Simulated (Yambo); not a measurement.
K2PdBr4 (space group P4/mmm, No. 123), G0W0@PBEsol in Yambo with this input:

```
rim_cut
gw0
dyson
el_el_corr
HF_and_locXC
ppa
em1d
RandQpts= 1000000
RandGvec= 1 Ry
EXXRLvcs= 82 Ry
VXCRLvcs= 328 Ry
Chimod= "HARTREE"
% BndsRnXp
 5 | 335 |
%
NGsBlkXp= 7 Ry
% LongDrXp
 1.0 | 1.0 | 1.0 |
%
PPAPntXp= 27.2114 eV
% GbndRnge
 1 | 335 |
%
GTermKind= "BG"
DysSolver= "n"
ExtendOut
```

On a 2×2×2 mesh, with wavefunctions cut at 82 Ry, the gap (X → M) is 3.259 eV and the valence edge shifts by -1.115 eV.

### Question
What happens with this change: 2 Ry block?

### Answer
The gap rises by 0.211 eV, to 3.470 eV; the shift of the valence edge becomes -1.076 eV. Neither run is shown to be the converged limit. In the run with 335 bands and a 7 Ry block, which covers more k points, the smallest G0W0 gap is 3.22 eV, A → M.

Spin-orbit coupling is not included.

Geometry of the Materials Project entry, not relaxed at this level; primitive cell a = b = 7.432 Å, c = 4.332 Å, α = β = γ = 90.00°.

A shift is the quasiparticle energy of the state minus its PBEsol energy.
